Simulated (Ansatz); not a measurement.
## Structure relaxation, WS$_{2}$

The start is a generated cell, WS2 built in the pyrite structure type. The structure is fully relaxed (lattice and positions, P = 0) with r2SCAN (plane waves to 500 eV, PAW, scalar-relativistic; Ansatz, a quantum-chemistry and plane-wave program). The first steps use a 5×5×5 k-mesh.

Starting cell:
```yaml
crystal:
  lattice:
    - [5.97220, 0.00000, 0.00000]
    - [0.00000, 5.97220, 0.00000]
    - [0.00000, 0.00000, 5.97220]
  atoms:
    - { symbol: W, position: [0.00000, 0.00000, 0.00000] }
    - { symbol: W, position: [0.50000, 0.50000, 0.00000] }
    - { symbol: W, position: [0.00000, 0.50000, 0.50000] }
    - { symbol: W, position: [0.50000, 0.00000, 0.50000] }
    - { symbol: S, position: [0.38510, 0.38510, 0.38510] }
    - { symbol: S, position: [0.88510, 0.11490, 0.61490] }
    - { symbol: S, position: [0.61490, 0.88510, 0.11490] }
    - { symbol: S, position: [0.11490, 0.61490, 0.88510] }
    - { symbol: S, position: [0.61490, 0.61490, 0.61490] }
    - { symbol: S, position: [0.11490, 0.88510, 0.38510] }
    - { symbol: S, position: [0.38510, 0.11490, 0.88510] }
    - { symbol: S, position: [0.88510, 0.38510, 0.11490] }
```

Q: What is the largest force in the starting geometry, and on which atom (counted from 1)?

A: 1.48 eV/Å, on S5, S6, S7, S8, S9, S10, S11, S12 (atoms numbered as listed).

Q: By how much does the energy per atom fall from start to end?

A: 0.17 eV/atom.

Q: How does the volume per atom move from start to end?

A: -3.6 %, from 17.75 to 17.11 Å³/atom.

Q: How do the shortest distances between atoms change?

A: The closest pairs of elements (up to four, under 3.6 Å), start → end: S–S 2.38 → 2.92 Å; S–W 2.50 → 2.42 Å.

Q: Give the final cell and atomic positions.

A: 
Space group Pa-3 (No. 205); a = b = c = 5.8994 Å, α = β = γ = 90.00°

```json
[
 {"atom": "W", "site": "4a", "symmetry": ".-3.", "x": "0.0000", "y": "0.0000", "z": "0.0000"},
 {"atom": "S", "site": "8c", "symmetry": ".3.", "x": "0.3569", "y": "0.3569", "z": "0.3569"}
]
```

The space group stays Pa-3 (No. 205) (the run could not lower it), with 12 atoms in the primitive cell. Final values are on a 7×7×7 k-mesh of the relaxed cell. No spin polarisation in the result. A magnetic state may lie lower.

The run could not lose the symmetry of its start, so the end can be a saddle point.

The relaxed structure here is a generated cell of WS2: the first start was made by placing the elements on the sites of a structure type, and the end was not matched to a known phase here, so it may be hypothetical. Known forms of WS2 include space group No. 194.
